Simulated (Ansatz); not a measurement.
Here is an unrelaxed guess for NaLu.

```cif
data_structure
_symmetry_space_group_name_H-M 'Fm-3m'
_symmetry_Int_Tables_number 225
_cell_length_a 5.5357
_cell_length_b 5.5357
_cell_length_c 5.5357
_cell_angle_alpha 90.000
_cell_angle_beta 90.000
_cell_angle_gamma 90.000
_cell_volume 169.64
loop_
_atom_site_label
_atom_site_type_symbol
_atom_site_symmetry_multiplicity
_atom_site_Wyckoff_symbol
_atom_site_fract_x
_atom_site_fract_y
_atom_site_fract_z
_atom_site_occupancy
Na1 Na 4 b 0.50000 0.00000 0.00000 1
Lu1 Lu 4 a 0.00000 0.00000 0.00000 1
```

The calculation used Ansatz, DFT PBE, scalar-relativistic, plane waves, PAW. Settings: cutoff 420 eV, Γ-centred mesh 6×6×6 on the computed 2-atom cell, Gaussian smearing of 0.10 eV; no spin polarisation.

Formation energies are uncorrected and refer to the elements' standard structures at the same level.

Question: How far from equilibrium is it?

Answer: The pressure is 18.1 GPa (it wants to expand), the largest force is 0.00 eV/Å (symmetry fixes the atoms), and the energy is +1.32 eV/atom against the elements. The shortest distance is 2.77 Å.

Question: How much does it gain on relaxing, and where does it end?

Answer: Relaxing gains about 0.44 eV/atom (the start's value is from the coarse mesh, so the gain is rough) in 12 ionic steps and ends at +0.89 eV/atom on the finer mesh. The symmetry stays Fm-3m (No. 225). The end has the rock salt type. The volume per atom grows by 51.6 %, from 21.2 to 32.1 Å³. The shortest distance goes from 2.77 Å (Na–Lu) to 3.18 Å (Na–Lu). Conventional cell: a = 6.359 Å. Around Na lie 6 Lu at 3.18 Å; Lu has 6 Na at 3.18 Å.

The last run used a 16×16×16 mesh for its 2-atom cell and Gaussian smearing of 0.10 eV. The relaxation can't lower the symmetry of the start. Symmetry constrained the relaxation, so the result can be a saddle point.
